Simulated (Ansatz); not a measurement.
An Ansatz (a first-principles code) run. Input:

Ansatz 0.2 input:
```yaml
crystal:
  lattice:
    - [2.8616734395, 0.0, 0.0]
    - [-1.4308367198, 2.478281896, 0.0]
    - [0.0, 0.0, 4.6349779785]
  atoms:
    - { symbol: B, position: [0.3333333333, 0.6666666667, 0.4914121744] }
    - { symbol: Si, position: [0.6666666667, 0.3333333333, 0.0017177009] }
    - { symbol: C, position: [0.3333333333, 0.6666666667, 0.14589723] }
    - { symbol: N, position: [0.6666666667, 0.3333333333, 0.6109628945] }
kpoints:
  mp_grid: { grid: [12, 12, 6] }
hamiltonian:
  xc: pbesol
  pseudopotentials: { azcp: { folder: ./paw }, kind: paw }
scf:
  occupations: { method: fixed }
phonons:
  method: dfpt
  response_accuracy: low
  qmesh: [4, 4, 2]
  interpolated_qmesh: [22, 22, 12]
  dielectric: true
  rigid_motions: translations
  temperatures: { t_max: 1000, t_step: 50 }
  qpath:
    path:
      - [[0.0, 0.0, 0.0], [0.5, 0.0, 0.0], [0.3333333333, 0.3333333333, 0.0], [0.0, 0.0, 0.0], [0.0, 0.0, 0.5], [0.5, 0.0, 0.5], [0.3333333333, 0.3333333333, 0.5], [0.0, 0.0, 0.5]]  # Γ-M-K-Γ-A-L-H-A
      - [[0.5, 0.0, 0.5], [0.5, 0.0, 0.0]]  # L-M
      - [[0.3333333333, 0.3333333333, 0.5], [0.3333333333, 0.3333333333, 0.0]]  # H-K
    npoints: 9
```

Output (shortened):

```
WARN phonons: the dynamical matrix that this run interpolates holds no multipole term above the dipole-dipole one, and a site of this crystal is no centre of …
Pseudopotential: B, paw, valence charge 3
Pseudopotential: Si, paw, valence charge 4
Pseudopotential: C, paw, valence charge 4
Pseudopotential: N, paw, valence charge 5
Functional definition: PBEsol
Crystal: 4 atoms, lattice volume = 32.871 Å³
Basis set: ecut = 420 eV, 639 PW (Γ), exchange–correlation on 40×40×64 points (8 copies of the dense FFT grid, shifted against one another)
Bands: 12, of which v1, the nominal top of the filled ones, is band 8 counted from 1 (7 counted from 0)
Symmetry: 6 space group operations
k-points: 242 of 864 (irreducible under 2 space group operations, time reversal used)
SCF iter   1: F=—  HF=-1404.250014 eV  |F-HF|=—  |Δ(HF+E_count)|=         —  Δρ=1.49e-1  dr2=9.55e0  ethr=3.10e-3  ⟨swp⟩=4.8  Hψ=16900  notcnv=0  defer=464
preconditioner: auto → none
SCF iter   2: F=—  HF=-1401.287595 eV  |F-HF|=—  |Δ(HF+E_count)|=    2.96e0  Δρ=5.92e-2  dr2=1.01e0  ethr=3.10e-3  ⟨swp⟩=3.9  Hψ=8517  notcnv=0  defer=456
SCF iter   3: F=—  HF=-1401.033371 eV  |F-HF|=—  |Δ(HF+E_count)|=   2.54e-1  Δρ=2.56e-2  dr2=1.40e-1  ethr=3.10e-3  ⟨swp⟩=2.8  Hψ=6481  notcnv=0  defer=439
SCF iter   4: F=—  HF=-1401.013391 eV  |F-HF|=—  |Δ(HF+E_count)|=   2.00e-2  Δρ=1.13e-2  dr2=4.27e-2  ethr=8.74e-4  ⟨swp⟩=2.3  Hψ=5383  notcnv=0  defer=474
SCF iter   5: F=—  HF=-1401.003669 eV  |F-HF|=—  |Δ(HF+E_count)|=   9.72e-3  Δρ=1.53e-3  dr2=6.29e-4  ethr=2.67e-4  ⟨swp⟩=2.3  Hψ=5036  notcnv=0  defer=477
SCF iter   6: F=—  HF=-1401.003648 eV  |F-HF|=—  |Δ(HF+E_count)|=   2.12e-5  Δρ=4.97e-4  dr2=8.46e-5  ethr=3.93e-6  ⟨swp⟩=2.1  Hψ=4718  notcnv=0  defer=481
SCF iter   7: F=—  HF=-1401.003640 eV  |F-HF|=—  |Δ(HF+E_count)|=   8.08e-6  Δρ=1.49e-4  dr2=6.79e-6  ethr=5.29e-7  ⟨swp⟩=2.2  Hψ=4267  notcnv=0  defer=373
SCF iter   8: F=—  HF=-1401.003639 eV  |F-HF|=—  |Δ(HF+E_count)|=   7.61e-7  Δρ=3.90e-5  dr2=2.36e-7  ethr=4.25e-8  ⟨swp⟩=2.2  Hψ=4224  notcnv=0  defer=39
SCF iter  10: F=-1401.003639 eV  HF=-1401.003639 eV  |F-HF|=3.41e-12  |Δ(HF+E_count)|=   4.63e-9  Δρ=7.44e-7  dr2=8.75e-11  ethr=1.00e-12  ⟨swp⟩=8.2  Hψ=22922  notcnv=0
SCF 1 converged in 10 iterations: F = -1401.003639 eV  dr2 = 8.75e-11
DFPT response loops at Γ: preconditioner auto → none (the input reference at scf.mixing.eps_inf says where Resta's filter doesn't serve); β = 0.50 …
── the response to a field inside a basis, on 12×12×6 k-points: an SCF that follows is theirs, and a resumed run solves both again ──
Crystal: 4 atoms, lattice volume = 32.871 Å³
Bands: 9, of which v1, the nominal top of the filled ones, is band 8 counted from 1 (7 counted from 0)
k-points: 234 of 864 (irreducible under 2 space group operations, time reversal used)
SCF iter   1: F=—  HF=-1401.003615 eV  |F-HF|=—  |Δ(HF+E_count)|=         —  Δρ=2.37e-4  dr2=2.44e-6  ethr=1.00e-1
preconditioner: auto → none
SCF iter   2: F=—  HF=-1401.003617 eV  |F-HF|=—  |Δ(HF+E_count)|=   2.14e-6  Δρ=1.16e-4  dr2=7.42e-7  ethr=1.52e-8
SCF iter   3: F=—  HF=-1401.003618 eV  |F-HF|=—  |Δ(HF+E_count)|=   9.12e-7  Δρ=4.84e-5  dr2=5.61e-7  ethr=4.64e-9
SCF iter   4: F=-1401.003618 eV  HF=-1401.003618 eV  |F-HF|=2.41e-9  |Δ(HF+E_count)|=   1.04e-7  Δρ=5.75e-6  dr2=6.18e-9  ethr=3.51e-9
SCF 1 converged in 4 iterations: F = -1401.003618 eV  dr2 = 6.18e-9
DFPT response loops at Γ: mixed as the last ones told, above
NSCF: frozen V_eff on 100 k-points
NSCF: frozen V_eff on 484 k-points
DFPT response loops at q = (0, 0, -0.5) (fractional): preconditioner auto → Resta (q_TF=auto, 2.420 Å⁻¹)  ε∞=5.0 (no band partly filled) …
NSCF: frozen V_eff on 936 k-points
DFPT response loops at q = (0, 0.25, 0) (fractional) …
NSCF: frozen V_eff on 936 k-points
DFPT response loops at q = (0, 0.25, -0.5) (fractional): preconditioner auto → Resta (q_TF=auto, 2.420 Å⁻¹)  ε∞=5.0 (no band partly filled) …
NSCF: frozen V_eff on 484 k-points
DFPT response loops at q = (0, -0.5, 0) (fractional): mixed as the last ones told, above
NSCF: frozen V_eff on 484 k-points
DFPT response loops at q = (0, -0.5, -0.5) (fractional) …
NSCF: frozen V_eff on 1728 k-points
DFPT response loops at q = (0.25, 0.25, 0) (fractional): mixed as the last ones told, above
NSCF: frozen V_eff on 1728 k-points
DFPT response loops at q = (0.25, 0.25, -0.5) (fractional): preconditioner auto → Resta (q_TF=auto, 2.420 Å⁻¹)  ε∞=5.0 (no band partly filled) …
SCF converged after 10 iterations
Free energy (F): -1401.003639 eV
Harris-Foulkes:  -1401.003639 eV  (|F-HF|=3.41e-12)
Internal energy: -1401.003639 eV  (E = F + TS)
E sigma→0 (E₀):  -1401.003639 eV
Fermi energy:    10.470146 eV
--- Per-component energies (eV) ---
  E_band       = 49.743879
  E_kinetic    = 312.505637
  E_local      = -276.226341  (includes V_loc(G=0)·N_el)
  E_nonlocal   = 89.316140
  E_hartree    = 89.581189
  E_xc         = -196.881231
  E_vxc        = -222.694470  (∫ρ·V_xc dr)
  E_paw        = -792.176100  (= ΣΔE_a)
  E_vpaw       = -32.320272  (= ΣTr[D̂ρ^β])
  E_aug_tail   = 0.000882  (compensation charges beyond the density's cutoff)
  E_ewald      = -627.219285
  E_core_change = 0.095471  (= ΣΔE_core)
  E_smearing   =  0.000000  (= −TS)
  E_closure    = 0.000000  (closes the sum)
  Σ components = -1401.003639   (vs F -1401.003639, Δ=0.00e0)
  [band-id]    e_kinetic+e_local+e_nonlocal+2·e_hartree+e_vxc+e_vpaw+e_augmentation_tail = 49.743955   (vs E_band 49.743879, Δ=7.55e-5)
--- Band table (eV; the first three rows and the last of 242) ---
  k-point 0: bands = ["-7.9100", "-3.4551", "0.4011", "7.6993", "7.6993", "9.3751", "10.4701", "10.4701", "14.1759", "16.8778", "16.8778", "17.4856"]
  k-point 1: bands = ["-7.8000", "-3.9694", "1.1849", "7.7418", "7.7418", "8.6727", "10.3956", "10.3956", "14.3497", "16.9178", "16.9178", "17.4504"]
  k-point 2: bands = ["-7.5247", "-4.8174", "2.8577", "7.0318", "7.8337", "7.8337", "10.2397", "10.2397", "14.6393", "17.0286", "17.0286", "17.2255"]
  k-point 241: bands = ["-5.1726", "-1.8695", "1.9025", "2.7786", "4.2896", "5.2500", "7.2431", "7.6448", "15.0099", "17.0544", "17.4478", "18.8034"]
--- Phonons (Γ-DFPT): 8 representative perturbations + reference, on 242 of 864 k-points (Σ response iterations 23) ---
  ASR residual: 5.653e-4 → 0.000e0 eV/Å²; symmetrization residual: 1.603e-5 eV/Å²
  ASR residual per site (eV/Å²): 1.40e-4 5.06e-5 5.65e-4 4.92e-5
  Γ frequencies (cm⁻¹): 0.00 0.00 0.00 329.46 329.46 517.34 517.34 741.57 901.81 952.05 952.05 1010.19
  ε∞ (high-frequency dielectric tensor):
        6.058535     0.000000     0.000000
        0.000000     6.058535     0.000000
        0.000000     0.000000     5.974765
  ε⁰ (static dielectric tensor: ions relaxed, cell fixed):
       11.446052     0.000000     0.000000
        0.000000    11.446052     0.000000
        0.000000     0.000000     9.093400
  ε⁰ − ε∞ (ionic part):
        5.387517     0.000000     0.000000
        0.000000     5.387517     0.000000
        0.000000     0.000000     3.118635
  softest optical mode at Γ: 329.46 cm⁻¹; the repairs (sum rule, projections) moved no ω² at Γ by more than (4.20 cm⁻¹)²
  Born effective charges Z* (e; rows j = field, columns β = displacement):
    site 0:
         2.01629    0.00000    0.00000
         0.00000    2.01629    0.00000
         0.00000    0.00000    2.11896
    site 1:
         2.84972    0.00000    0.00000
         0.00000    2.84972    0.00000
         0.00000    0.00000    2.86212
    site 2:
        -2.58409    0.00000    0.00000
         0.00000   -2.58409    0.00000
         0.00000    0.00000   -2.59180
    site 3:
        -2.28191    0.00000    0.00000
         0.00000   -2.28191    0.00000
         0.00000    0.00000   -2.38927
  Z* charge neutrality: 1.331e-3 e pre-enforcement
  solved inside a basis spanned on kpoints, on 12×12×6 k-points, its susceptibility summed on 16×16×8: ε∞ is read to err by 1.7e-2, Z* by 1.1e-2 e (field_mesh …
  optical modes at Γ without the LO–TO term, one row a degenerate level:
      ω (cm⁻¹)  modes    IR ((D/Å)²/amu)
        329.46      2             1.7006
        517.34      2            27.0339
        741.57      1            11.8767
        901.81      1             1.0564
        952.05      2            44.7662
       1010.19      1            25.6841
  optical modes at Γ + LO–TO along q̂ = [1.0000, 0.0000, 0.0000]:
      ω (cm⁻¹)  modes    IR ((D/Å)²/amu)
        329.46      1             0.8503
        335.59      1             0.1681
        517.34      1            13.5169
        608.40      1             6.3333
        741.57      1            11.8767
        901.81      1             1.0564
        952.05      1            22.3831
       1010.19      1            25.6841
       1092.43      1            30.2488
  optical modes at Γ + LO–TO along q̂ = [0.0000, 1.0000, 0.0000]:
      ω (cm⁻¹)  modes    IR ((D/Å)²/amu)
        329.46      1             0.8503
        335.59      1             0.1681
        517.34      1            13.5169
        608.40      1             6.3333
        741.57      1            11.8767
        901.81      1             1.0564
        952.05      1            22.3831
       1010.19      1            25.6841
       1092.43      1            30.2488
  optical modes at Γ + LO–TO along q̂ = [0.0000, 0.0000, 1.0000]:
      ω (cm⁻¹)  modes    IR ((D/Å)²/amu)
        329.46      2             1.7006
        517.34      2            27.0339
        789.38      1             3.5197
        905.14      1             0.2827
        952.05      2            44.7662
       1166.47      1            34.8149
  non-analytic LO–TO correction: the dipole-dipole term of the run's Born effective charges and high-frequency dielectric tensor (where they are solved with …
--- Phonons (arbitrary-q DFPT): 8 irreducible q on the 4×4×2 mesh ---
  q = [0.0000, 0.0000, 0.0000] (star 1, of the zone-centre solve; hermiticity 5.51e-7, symmetrization 2.48e-7):  0.00 0.00 0.00 329.46 329.46 517.34 517.34 741.57 901.81 952.05 952.05 1010.19
  q = [0.0000, 0.0000, -0.5000] (star 1, 8 solved perturbations in 1368 linear systems a pass and spin channel, the states on 242 of 864 k-point pairs; hermiticity 8.22e-5, symmetrization 1.88e-5): 200.00 200.00 276.37 276.37 454.73 521.09 521.09 552.24 …
  q = [0.0000, 0.2500, 0.0000] (star 6, 12 solved perturbations on 468 of 864 k-point pairs; hermiticity 3.80e-7, symmetrization 9.94e-9): 211.25 237.51 350.66 364.40 495.97 520.74 684.01 737.41 847.80 958.64 981.25 1081.67
  q = [0.0000, 0.2500, -0.5000] (star 6, 12 solved perturbations on 468 of 864 k-point pairs; hermiticity 4.10e-7, symmetrization 2.38e-8): 244.82 332.12 336.70 405.26 460.21 523.62 606.31 703.86 883.83 957.23 1050.60 1069.46
  q = [0.0000, -0.5000, 0.0000] (star 3, 12 solved perturbations on 242 of 864 k-point pairs; hermiticity 3.51e-5, symmetrization 2.51e-6): 293.04 366.71 371.11 480.64 512.55 612.86 699.88 770.99 802.14 964.75 970.10 1046.39
  q = [0.0000, -0.5000, -0.5000] (star 3, 12 solved perturbations on 242 of 864 k-point pairs; hermiticity 2.84e-5, symmetrization 5.53e-6): 264.02 339.61 397.18 435.04 510.53 534.45 730.11 801.97 868.68 963.69 999.95 1022.52
  q = [0.2500, 0.2500, 0.0000] (star 6, 8 solved perturbations in 5232 linear systems a pass and spin channel, the states on 864 of 864 k-point pairs; hermiticity 3.50e-7, symmetrization 6.58e-11): 362.59 396.48 403.62 472.47 539.78 577.50 710.75 718.43 …
  q = [0.2500, 0.2500, -0.5000] (star 6, 8 solved perturbations in 5232 linear systems a pass and spin channel, the states on 864 of 864 k-point pairs; hermiticity 1.57e-5, symmetrization 3.33e-6): 324.94 344.83 397.75 473.15 505.75 593.03 703.54 745.49 …
  sum rule: each row above includes the acoustic sum rule's correction from the zone centre's row sums; it moved no ω² by more than (3.58 cm⁻¹)²
  mesh force constants: q→R imaginary residual 3.27e-18; ASR residual 5.653e-4 → 0.000e0 eV/Å²; symmetrization residual 4.263e-14 eV/Å²
  interpolated dispersion: 85 rows × 12 modes
  density of states and harmonic sums: on the 22×22×12 q-mesh, interpolated from the force constants of a 4×4×2 supercell (with the dipole–dipole term)
  largest difference from the sums on the solved wave vectors: F 1.29e-2 eV, S 2.11e-5 and C_V 7.88e-6 eV/K
  zero-point energy: 0.478310 eV/cell   skipped modes (ω ≤ 0): 3   left out of the sums: 4.30e-5 of the cell's modes …
```

Cost: about 14 core-minutes (a rough figure) on shared cores.

Space group P3m1. The start of the workflow was typed in or built on a structure type; neither database checked (COD, Materials Project) lists it. Whether it is the stable phase at ambient conditions was not checked. The PBEsol relaxation kept the symmetry of its start. The volume moved by -19 % from the start of the relaxation.

Potentials: the earlier of the program's two PAW sets. The files were generated under PBE; for other functionals the program regenerates the frozen cores, and for LDA and PBEsol the local potential too.

Ansatz is a plane-wave DFT program.
